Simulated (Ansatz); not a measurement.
## Chalcopyrite alloy of ZnGeP2 and ZnGeAs2 (26 of 32 P sites exchanged), 64 atoms

These are results of Ansatz, DFT, PBEsol, PAW, plane waves, not measurements.

Command:

```sh
ansatz run in.yaml --threads 8 --pin off --max-ram 118750MiB --runs-dir r --events-out ev --progress --plain --backend cuda --devices 0, --max-vram 170GiB
```

The input less its lattice and atoms:

```yaml
crystal:
  symmetry: { detect: false }
kpoints:
  mp_grid: { grid: [1, 1, 1], shift: [0.25, 0.25, 0.25] }
hamiltonian:
  xc: pbesol
scf:
  occupations: { method: fermi_dirac, width: 0.01 }
relax:
  f_tol: 0.03
  max_steps: 80
  escape_saddle: false
  adjacent_minimum: "off"
  cell: { fix: [alpha, beta, gamma] }
output:
  forces: true
  eigenvalues: true
  populations: true
```

Start:

```xyz
64
Lattice="11.2217 -0.0009 -0.0002 -0.0009 11.2217 -0.0002 -0.0002 -0.0002 11.0939" Properties=species:S:1:pos:R:3 pbc="T T T"
Zn   11.2065   11.2205   11.0921
Zn    0.0247    5.5923    0.0127
Zn    5.5664   11.2172   11.0850
Zn    5.6333    5.6487    0.0025
Zn    0.0367    2.7946    2.7665
Zn    0.0003    8.4543    2.7890
Zn    5.6207    2.7845    2.7516
Zn    5.6234    8.4191    2.7631
Zn    2.7853    0.0158    8.3352
Zn    2.8379    5.6161    8.3261
Zn    8.4016   11.2094    8.3174
Zn    8.4678    5.6380    8.3074
Zn    2.8128    2.8291    5.5447
Zn    2.8301    8.4435    5.5583
Zn    8.4222    2.7992    5.5440
Zn    8.4360    8.4094    5.5240
Ge    0.0098   11.1913    5.5534
Ge    0.0193    5.6569    5.5603
Ge    5.5933    0.0036    5.5691
Ge    5.6020    5.6474    5.5596
Ge    2.8200    0.0043    2.7684
Ge    2.7961    5.5894    2.7351
Ge    8.4214   11.2207    2.7757
Ge    8.4058    5.6156    2.7877
Ge    2.7929    2.7990   11.0719
Ge    2.7994    8.4105    0.0183
Ge    8.4164    2.7923   11.0936
Ge    8.4089    8.4484    0.0111
Ge    0.0124    2.8009    8.3003
Ge   11.1953    8.4173    8.2993
Ge    5.5908    2.8201    8.3426
Ge    5.5828    8.4166    8.3387
As    1.3920    1.4010    1.3873
As    1.3904    7.0240    1.4173
As    6.9901    1.3984    1.4163
As    6.9925    7.0165    1.3742
As    1.4391    1.4090    6.9016
As    1.3994    7.0441    6.9559
As    4.2633    9.8289    1.4021
As    9.8223    4.2241    1.3859
As    9.8123    9.8300    1.3548
As    4.1995    7.0619    4.1445
As    9.8137    1.4257    4.1326
As    9.8207    6.9897    4.1329
As    1.4193    4.1799    4.1841
As    7.0188    4.2203    4.1761
As    7.0307    9.8225    4.1481
As    1.4240    4.2278    9.7323
As    1.3641    9.8238    9.7139
As    7.0042    4.1983    9.6785
As    7.0260    9.8563    9.7192
As    4.1857    4.1848    6.9409
As    9.8040    4.2325    6.9108
As    9.8507    9.8633    6.9283
As    4.2025    1.3933    9.6945
As    4.2151    7.0308    9.7328
As    9.8122    1.4013    9.7256
As    9.8324    7.0079    9.7264
P     6.9972    1.3878    6.9202
P     7.0131    7.0342    6.9311
P     4.2309    4.1889    1.3719
P     4.2379    1.3705    4.1234
P     1.3899    9.7857    4.1636
P     4.1702    9.7655    6.9304
```

Steps:

| step | energy less the first (eV) | largest force component (eV/Å) | pressure (GPa) |
| --- | --- | --- | --- |
| start | 0.000 | 0.889 | 0.17 |
| 1 | -0.811 | 0.316 | -0.01 |
| 2 | -0.909 | 0.069 | 0.01 |
| 3 | -0.911 | 0.031 | 0.00 |
| 4 | -0.913 | 0.004 | 0.00 |
| 5 | -0.913 | 0.004 | 0.00 |

A structure on the way, about -0.81 eV from the start:

```xyz
64
Lattice="11.2101 -0.0009 -0.0002 -0.0009 11.2238 -0.0002 -0.0002 -0.0002 11.1066" Properties=species:S:1:pos:R:3 pbc="T T T"
Zn   11.2058   11.2213   11.1061
Zn    0.0030    5.6094    0.0022
Zn    5.5654   11.2120    0.0016
Zn    5.5821    5.5950    0.0274
Zn    0.0154    2.7815    2.7822
Zn    0.0568    8.4730    2.8303
Zn    5.5327    2.7806    2.7788
Zn    5.5974    8.4114    2.7904
Zn    2.8328   11.2063    8.3041
Zn    2.8322    5.5966    8.3113
Zn    8.3545    0.0172    8.2800
Zn    8.3936    5.6480    8.2825
Zn    2.8301    2.8113    5.5242
Zn    2.8382    8.5084    5.5643
Zn    8.3607    2.7546    5.5753
Zn    8.3626    8.3841    5.5785
Ge    0.0412   11.1917    5.5278
Ge    0.0205    5.6140    5.5488
Ge    5.5734    0.0432    5.5767
Ge    5.6484    5.6677    5.5817
Ge    2.8274    0.0175    2.8640
Ge    2.8600    5.5963    2.7528
Ge    8.3784    0.0078    2.7958
Ge    8.4027    5.6064    2.8044
Ge    2.8534    2.8291    0.0252
Ge    2.8266    8.4248   11.1037
Ge    8.4053    2.8061   11.0976
Ge    8.3961    8.4360    0.0034
Ge    0.0203    2.8166    8.3100
Ge    0.0048    8.4315    8.3142
Ge    5.6414    2.7972    8.3000
Ge    5.5913    8.4472    8.2546
As    1.4236    1.3912    1.4025
As    1.4126    7.0190    1.4001
As    6.9639    1.4203    1.3963
As    6.9787    7.0013    1.3897
As    1.4455    1.3959    6.9153
As    1.4306    7.0379    6.9283
As    4.2070    9.8338    1.4275
As    9.8110    4.2085    1.3966
As    9.8146    9.8258    1.4088
As    4.1980    7.0407    4.1947
As    9.8053    1.3936    4.1798
As    9.8137    7.0368    4.1703
As    1.4316    4.1945    4.1444
As    6.9741    4.1823    4.1735
As    6.9801    9.8157    4.1972
As    1.4256    4.2197    9.7392
As    1.4126    9.8351    9.7167
As    7.0017    4.2213    9.6992
As    6.9900    9.8449    9.6936
As    4.2219    4.2002    6.9086
As    9.7742    4.2032    6.9191
As    9.7968    9.8352    6.9175
As    4.2171    1.3951    9.6917
As    4.2293    7.0125    9.6918
As    9.8024    1.3892    9.6910
As    9.7926    7.0133    9.6977
P     6.9475    1.3880    6.9300
P     6.9690    7.0347    6.9595
P     4.1982    4.1991    1.4045
P     4.2022    1.3866    4.1941
P     1.4302    9.8419    4.1753
P     4.2211    9.8391    6.9060
```

End:

```xyz
64
Lattice="11.2292 -0.0009 -0.0002 -0.0009 11.2132 -0.0002 -0.0002 -0.0002 11.0935" Properties=species:S:1:pos:R:3 pbc="T T T"
Zn    0.0004    0.0068    0.0055
Zn   11.2178    5.6224    0.0006
Zn    5.6119   11.2113    0.0072
Zn    5.5526    5.5335    0.0447
Zn   11.2185    2.7950    2.7837
Zn    0.0751    8.4642    2.8508
Zn    5.5041    2.7986    2.8036
Zn    5.6253    8.3943    2.7865
Zn    2.8717   11.1460    8.2658
Zn    2.8098    5.6008    8.3063
Zn    8.3710    0.0501    8.2330
Zn    8.3536    5.6612    8.2556
Zn    2.8611    2.7505    5.4952
Zn    2.8062    8.5290    5.5499
Zn    8.3588    2.7486    5.6046
Zn    8.3627    8.3536    5.6000
Ge    0.0424   11.1962    5.5171
Ge    0.0277    5.6135    5.5384
Ge    5.5974    0.0317    5.5663
Ge    5.6439    5.6479    5.5683
Ge    2.8270    0.0103    2.8438
Ge    2.8477    5.5916    2.7495
Ge    8.4207    0.0193    2.7814
Ge    8.4316    5.6163    2.7747
Ge    2.8573    2.8341    0.0346
Ge    2.8242    8.4255   11.0921
Ge    8.4252    2.8181   11.0847
Ge    8.4310    8.4171   11.0779
Ge    0.0214    2.8086    8.3217
Ge    0.0043    8.4299    8.3177
Ge    5.6438    2.7848    8.2915
Ge    5.6196    8.4243    8.2583
As    1.4232    1.4048    1.4069
As    1.4070    7.0170    1.3911
As    6.9863    1.4288    1.3975
As    6.9977    6.9926    1.3604
As    1.4452    1.3862    6.9280
As    1.4331    7.0422    6.9232
As    4.2238    9.8162    1.4218
As    9.8392    4.2060    1.3908
As    9.8411    9.8076    1.4123
As    4.1992    7.0342    4.1825
As    9.8223    1.4111    4.1891
As    9.8301    7.0346    4.1783
As    1.4297    4.1797    4.1410
As    7.0044    4.1908    4.1613
As    7.0098    9.8136    4.1811
As    1.4196    4.2222    9.7293
As    1.4208    9.8366    9.7017
As    7.0081    4.2240    9.6924
As    7.0192    9.8363    9.6756
As    4.2176    4.1937    6.9082
As    9.8122    4.2094    6.9233
As    9.8141    9.8120    6.8994
As    4.2172    1.3905    9.6910
As    4.2241    7.0012    9.6887
As    9.8098    1.3801    9.6783
As    9.8103    6.9915    9.6704
P     6.9578    1.3956    6.9214
P     6.9690    7.0238    6.9310
P     4.1969    4.1904    1.4158
P     4.2141    1.3627    4.1805
P     1.4339    9.8589    4.1705
P     4.2586    9.8178    6.9028
```

Self-consistency was reached.

Time: 7.7 s of wall time on one NVIDIA GB200 with 8 processor threads, on a host shared with other runs; peak host memory 2.1 GiB.

**Question.** How much energy did the relaxation gain, and which atom moved most?

**Answer.** 0.91 eV in 5 steps, from a start with small random displacements; atom 4 (Zn) moved 0.15 Å, the median atom 0.05 Å (drift of the whole cell removed).
